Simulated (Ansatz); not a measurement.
CO2:
```xyz
6
Lattice="4.2715 0.0000 0.0000 0.0000 4.2715 0.0000 0.0000 0.0000 4.6145" Properties=species:S:1:pos:R:3 pbc="T T T"
C      2.1357     2.1357     2.3073
C      0.0000     0.0000     0.0000
O      1.3155     2.9560     2.3073
O      2.9560     1.3155     2.3073
O      3.4512     3.4512     0.0000
O      0.8203     0.8203     0.0000
```

Relaxed with r²SCAN+D4. Independent-particle spectrum: no excitons, no local fields, no scissors shift; 0.1 eV broadening; ε₁ of the summed bands alone.

### Question
Tabulate the dielectric function from the program Ansatz at the r²SCAN+D4 level (PAW).

### Answer


| E (eV) | ε₁ xx | ε₂ xx | ε₁ zz | ε₂ zz |
|---|---|---|---|---|
| 0.0 | 2.46 | 0.00 | 1.61 | 0.00 |
| 0.3 | 2.47 | 0.00 | 1.61 | 0.00 |
| 0.6 | 2.47 | 0.00 | 1.61 | 0.00 |
| 0.9 | 2.48 | 0.00 | 1.61 | 0.00 |
| 1.2 | 2.48 | 0.00 | 1.61 | 0.00 |
| 1.5 | 2.50 | 0.00 | 1.62 | 0.00 |
| 1.8 | 2.51 | 0.00 | 1.62 | 0.00 |
| 2.1 | 2.52 | 0.00 | 1.62 | 0.00 |
| 2.4 | 2.54 | 0.00 | 1.63 | 0.00 |
| 2.7 | 2.57 | 0.00 | 1.63 | 0.00 |
| 3.0 | 2.60 | 0.00 | 1.64 | 0.00 |
| 3.3 | 2.63 | 0.00 | 1.64 | 0.00 |
| 3.6 | 2.66 | 0.00 | 1.65 | 0.00 |
| 3.9 | 2.70 | 0.00 | 1.66 | 0.00 |
| 4.2 | 2.75 | 0.00 | 1.67 | 0.00 |
| 4.5 | 2.80 | 0.00 | 1.68 | 0.00 |
| 4.8 | 2.87 | 0.00 | 1.69 | 0.00 |
| 5.1 | 2.94 | 0.00 | 1.70 | 0.00 |
| 5.4 | 3.02 | 0.00 | 1.71 | 0.00 |
| 5.7 | 3.12 | 0.00 | 1.73 | 0.00 |
| 6.0 | 3.23 | 0.00 | 1.74 | 0.00 |
| 6.3 | 3.37 | 0.00 | 1.76 | 0.00 |
| 6.6 | 3.54 | 0.00 | 1.79 | 0.00 |
| 6.9 | 3.76 | 0.00 | 1.81 | 0.00 |
| 7.2 | 4.03 | 0.00 | 1.84 | 0.00 |
| 7.5 | 4.40 | 0.00 | 1.88 | 0.00 |
| 7.8 | 4.92 | 0.01 | 1.94 | 0.01 |
| 8.1 | 5.71 | 0.05 | 2.00 | 0.03 |
| 8.4 | 7.04 | 0.13 | 2.05 | 0.06 |
| 8.7 | 10.39 | 0.82 | 2.15 | 0.08 |
| 9.0 | 12.72 | 8.07 | 2.36 | 0.24 |
| 9.3 | 7.04 | 20.12 | 2.12 | 1.02 |
| 9.6 | -6.32 | 11.45 | 1.70 | 0.32 |
| 9.9 | -5.92 | 7.60 | 1.88 | 0.28 |
| 10.2 | -6.29 | 2.07 | 1.93 | 0.21 |
| 10.5 | -3.14 | 0.25 | 2.07 | 0.18 |
| 10.8 | -1.52 | 0.13 | 2.26 | 0.21 |
| 11.1 | -0.62 | 0.27 | 2.35 | 0.42 |
| 11.4 | -0.16 | 0.38 | 2.35 | 0.53 |
| 11.7 | 0.17 | 0.42 | 2.39 | 0.61 |
| 12.0 | 0.44 | 0.47 | 2.49 | 0.67 |

### Question
From ε at 9.7 eV (xx: -5.18 + 8.70i), find n, k, the normal reflectivity and the absorption coefficient.

### Answer
n = 1.57, k = 2.766, R = 56 %, α = 2kE/ħc = 2700000 cm⁻¹.

With all bands, ε∞ without local fields is 2.62 (xx = yy), 1.81 (zz).

Space group P4_2/mnm. The first step of the workflow began from a Materials Project structure, measured or hypothetical; the Crystallography Open Database copy checked does not list it. COD files the formula under space group No. 122, 205. The r²SCAN+D4 relaxation kept the symmetry of its start; its stability against distortions is not shown here. The substance is a gas or liquid at ambient conditions.

Potentials: the later of the program's two PAW sets.
